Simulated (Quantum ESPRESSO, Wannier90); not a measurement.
Wannier functions of Ag (fcc (Cu type))

```
begin unit_cell_cart
ang
    0.0000000000    2.0521800000    2.0521800000
    2.0521800000    0.0000000000    2.0521800000
    2.0521800000    2.0521800000    0.0000000000
end unit_cell_cart
begin atoms_frac
Ag   0.0000000000  0.0000000000  0.0000000000
end atoms_frac
```

Cell from Materials Project (mp-124), symmetrised, no further relaxation. This is the element's usual structure. Computed values, not measurements, from PBEsol: Quantum ESPRESSO (norm-conserving PseudoDojo potentials, cutoff 66 Ry, spinors with spin-orbit coupling) on a Γ-centred 10×10×10 mesh, then Wannier90. Density: 18×18×18 mesh, cold smearing 0.01 Ry.

A tight-binding model is made by disentanglement and projection with no localisation steps (num_iter = 0), so the 18 orbitals stay atom-like: hydrogen-like Ag: s;p;d, axes along x, y, z; frozen window up to 3.00 eV relative to the Fermi level. It follows pw.x to 2.3 meV rms for states up to 1.0 eV relative to the Fermi level. Matrix elements depend on this choice of orbitals and windows.

The 20 largest hoppings ⟨m,0|H|n,R⟩ between different sites (one of each Hermitian pair; signs follow the real orbitals' lobes; the list may end inside a set of equal values):

```
m              n       R  distance of the centres (Å)  t (eV)  Im t (eV)
-------  -------  ------  ---------------------------  ------  ---------
Ag1 px↑  Ag1 py↑   0 0 1                         2.90   1.801      0.014
Ag1 px↓  Ag1 py↓   0 0 1                         2.90   1.801     -0.014
Ag1 py↑  Ag1 px↑   0 0 1                         2.90   1.801     -0.014
Ag1 py↓  Ag1 px↓   0 0 1                         2.90   1.801      0.014
Ag1 px↑  Ag1 py↑  1 -1 0                         2.90  -1.801      0.014
Ag1 px↓  Ag1 py↓  1 -1 0                         2.90  -1.801     -0.014
Ag1 py↑  Ag1 px↑  1 -1 0                         2.90  -1.801     -0.014
Ag1 py↓  Ag1 px↓  1 -1 0                         2.90  -1.801      0.014
Ag1 pz↑  Ag1 py↑  0 1 -1                         2.90  -1.801      0.000
Ag1 pz↓  Ag1 py↓  0 1 -1                         2.90  -1.801      0.000
Ag1 py↑  Ag1 pz↑  0 1 -1                         2.90  -1.801      0.000
Ag1 py↓  Ag1 pz↓  0 1 -1                         2.90  -1.801      0.000
Ag1 pz↑  Ag1 px↑   0 1 0                         2.90   1.801      0.000
Ag1 pz↓  Ag1 px↓   0 1 0                         2.90   1.801      0.000
Ag1 px↑  Ag1 pz↑   0 1 0                         2.90   1.801      0.000
Ag1 px↓  Ag1 pz↓   0 1 0                         2.90   1.801      0.000
Ag1 pz↑  Ag1 px↑  1 0 -1                         2.90  -1.801      0.000
Ag1 pz↓  Ag1 px↓  1 0 -1                         2.90  -1.801      0.000
Ag1 px↑  Ag1 pz↑  1 0 -1                         2.90  -1.801      0.000
Ag1 px↓  Ag1 pz↓  1 0 -1                         2.90  -1.801      0.000
```
